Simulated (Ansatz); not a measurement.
Crystals of one structure type (bcc (W type)), relaxed and computed with PBE in the plane-wave PAW code Ansatz.

| crystal | a (Å) | spin order and moments (μB) |
|---|---|---|
| Li | 3.435 | not spin-polarised |
| V | 2.996 | moments vanished |
| Cr | 2.866 | antiferromagnetic; net 0.00 per atom; largest site about 1.1 |
| Fe | 2.832 | ferromagnetic; net 2.17 per atom; largest site about 2.2 |
| Nb | 3.309 | not spin-polarised |
| Cs | 6.163 | not spin-polarised |
| Ba | ? | not spin-polarised |
| W | 3.184 | not spin-polarised |

Q: What belongs in the gaps?

A: 
- Ba, a (Å): 5.020

Spin orders computed, not proven ground states: Cr, bcc (W type) antiferromagnetic; Fe, bcc (W type) ferromagnetic. Began spin-polarised and lost the moments: V, bcc (W type). All cells were relaxed under the symmetry of their starts (and spin orders); stability against distortions was not tested throughout. Rows with no word on spin ran without spin polarisation. Scalar-relativistic: spin–orbit coupling is off unless named, which matters more the heavier the elements.

Potentials: the later of the program's two PAW sets.
